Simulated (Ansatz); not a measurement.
Rh (fcc, Cu type)

```yaml
crystal:
  lattice:
    - [0.00000, 1.90000, 1.90000]
    - [1.90000, 0.00000, 1.90000]
    - [1.90000, 1.90000, 0.00000]
  atoms:
    - { symbol: Rh, position: [0.00000, 0.00000, 0.00000] }
```

This relaxed cell (volume V₀) is scaled evenly in all directions, its shape held. Symmetry pins the atoms to their sites.

Calculation: r2SCAN (plane waves to 500 eV, PAW, scalar-relativistic; Ansatz, a quantum-chemistry and plane-wave program). k mesh 21×21×21 (Γ-centred), Fermi-Dirac smearing 0.05 eV. E stands for the smeared free energy. Stress and pressure are positive under compression. Rh is run without spin polarisation. Rh was relaxed with its symmetry unable to fall. ΔE is measured from the relaxed starting cell. The last digit holds for this mesh only.

| V (Å³/atom) | ΔE (meV/atom) |
|---|---|
| 11.523 | 440.4 |
| 11.962 | 261.4 |
| 12.401 | 136.7 |
| 12.840 | 56.6 |
| 13.279 | 13.2 |
| 13.718 | 0.0 |
| 14.157 | 11.6 |
| 14.596 | 43.5 |
| 15.035 | withheld |
| 15.474 | 154.0 |
| 15.913 | 227.0 |

**Question.** Fit a third-order Birch-Murnaghan form (E₀, V₀, B₀, B₀′ free) to the given rows and predict ΔE at V = 15.035.

**Answer.** Least squares on the 10 given rows: ΔE = E₀ + (9V₀B₀/16)·y²·[2 + (B₀′ − 4)y], y = (V₀/V)^(2/3) − 1, with V₀ = 13.719 Å³/atom, B₀ = 280.8 GPa (160.2 GPa = 1 eV/Å³; the term in eV is multiplied by 1000), B₀′ = 5.14, E₀ = 0.10 meV/atom; root-mean-square residual 0.12 meV/atom. At 15.035 the fit gives 91.8 meV/atom; the calculation gives 92.0 meV/atom, so the interpolation is off by -0.2 (-0.2 %). For the pressure the fit gives -20.3 GPa against the computed -20.3 GPa.

(Under strain, the slope of the energy per volume gives the stress and its curvature an elastic modulus.)
